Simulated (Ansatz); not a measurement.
Y: strain energy, fitted

Y, P6_3/mmc, a = 3.598 Å, c = 5.586 Å. Ansatz: PBEsol, PAW, 420 eV, Γ-centred 18×18×10 mesh on 2 atoms, Gaussian smearing 0.10 eV; no spin polarisation. Series: shear of c along a, cell held, atoms relaxed; x is the strain in per cent (engineering shear). y is the free energy over the unstrained cell, V0 = 31.303 Å³/atom. Symmetry makes y even in x.

| x (%) | y (meV/atom) |
| --- | --- |
| 0.0 | 0.00 |
| 1.0 | 0.26 |
| 2.0 | 1.03 |
| 3.0 | 2.31 |
| 4.0 | ? |
| 6.0 | 9.04 |

**Question.** Fit y = c2 x² + c4 x⁴ to the other rows, turn c2 into a modulus, and predict the missing energy.

**Answer.** Least squares on the rows shown. y = 0.2585 x² − 0.0002052 x⁴. In eV per unit strain² c2 is 2.585; this is the shear stiffness (E = ½ C V0 γ²): 2 × 2.585 × 160.2 / (31.303) = 26 GPa. At x = 4.0 the fit asked for gives 4.08 meV/atom. The run gave 4.08 meV/atom, the same to the digits shown.